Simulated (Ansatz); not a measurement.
One stationary structure of AlRu. Space group Pm-3m (No. 221), CsCl type. Level of theory: PBE (plane waves to 420 eV, PAW, scalar-relativistic; Ansatz, a first-principles code).

```xyz
2
Lattice="3.0037 0.0000 0.0000 0.0000 3.0037 0.0000 0.0000 0.0000 3.0037" Properties=species:S:1:pos:R:3 pbc="T T T"
Al     0.0000     0.0000     0.0000
Ru     1.5019     1.5019     1.5019
```

```json
{
  "volume_per_atom": "13.55 Å³",
  "band_gap": "zero (metallic)",
  "shortest_distances": "Al–Ru 2.60 Å; Al–Al 3.00 Å; Ru–Ru 3.00 Å",
  "k-mesh": "15×15×15"
}
```

Band energies at high-symmetry points (eV from the Fermi level; labels of this space group; no spin-orbit coupling), from −5 eV up to 3.8 eV:

| point | energies |
|---|---|
| Γ | -3.50 -3.50 0.17 0.17 0.17 |
| X | -2.72 -1.58 -1.58 0.42 2.25 |
| M | -3.01 -1.36 -1.36 -1.15 -1.15 1.50 |
| R | -4.57 -4.57 -4.57 1.59 1.59 2.50 |

No spin polarisation in the result.

The run could not lose the symmetry of its start; a randomly shaken copy of 4 atoms returns to this structure.
